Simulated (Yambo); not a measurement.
Material: RbCl (rock salt, space group Fm-3m, No. 225); a = 4.625 Å, b = 4.625 Å, c = 4.625 Å, α = 60.00°, β = 60.00°, γ = 60.00° (2 atoms in the cell). Cell and atoms were relaxed with PBEsol from Materials Project entry mp-23295, within its symmetry.

With norm-conserving PBEsol (Quantum ESPRESSO, 58 Ry, scalar-relativistic), the gap between the mesh's edge points (Γ → Γ) is 4.900 eV.

Estimate the G0W0 gap between the same points from Yambo (4×4×4 Γ-centred k mesh, 159 bands and a 10 Ry block in the screening, 159 bands in G with the Bruneval-Gonze terminator, plasmon pole fitted at 27.2 eV).

The correction is 3.043 eV, giving 7.943 eV, 1.6 times the PBEsol value.  Nearest settings tried, and what they do to the gap: 119 bands in W, 119 bands in G: -21 meV; 8 Ry block (181 vectors against 283): -61 meV; 6×6×6 mesh: -20 meV. So the settings aren't converged at that level.
